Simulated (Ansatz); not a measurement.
LuBPd3 (cubic perovskite, Pm-3m), a = 4.254 Å, b = 4.254 Å, c = 4.254 Å, α = 90.00°, β = 90.00°, γ = 90.00°.

Relaxed with r²SCAN.

Question: Tabulate the valence density and the electron localisation function along the shortest Pd–B contact (2.13 Å), the program Ansatz at the r²SCAN level (PAW).

Answer: 

| distance from Pd (Å) | density (e/Å³) | ELF |
|---|---|---|
| 0.21 | 12.98 | 0.33 |
| 0.32 | 11.73 | 0.42 |
| 0.43 | 9.77 | 0.49 |
| 0.53 | 7.26 | 0.52 |
| 0.64 | 4.71 | 0.51 |
| 0.74 | 2.69 | 0.44 |
| 0.85 | 1.47 | 0.35 |
| 0.96 | 0.91 | 0.29 |
| 1.06 | 0.69 | 0.29 |
| 1.17 | 0.60 | 0.38 |
| 1.28 | 0.58 | 0.53 |
| 1.38 | 0.61 | 0.62 |
| 1.49 | 0.65 | 0.61 |
| 1.60 | 0.67 | 0.49 |
| 1.70 | 0.65 | 0.28 |
| 1.81 | 0.55 | 0.10 |
| 1.91 | 0.41 | 0.01 |

The density is the valence pseudo-density with augmentation charge, so density and ELF within about 1 Å of a nucleus are not all-electron values.

The workflow started from an entry of the Crystallography Open Database (COD). Whether it is the stable phase at ambient conditions was not checked. The r²SCAN relaxation kept the symmetry of its start; whether a distortion lowers the energy is not shown. No spin polarisation was allowed. Scalar-relativistic: spin–orbit coupling is off unless named, which matters more the heavier the elements.

Potentials: the later of the program's two PAW sets.
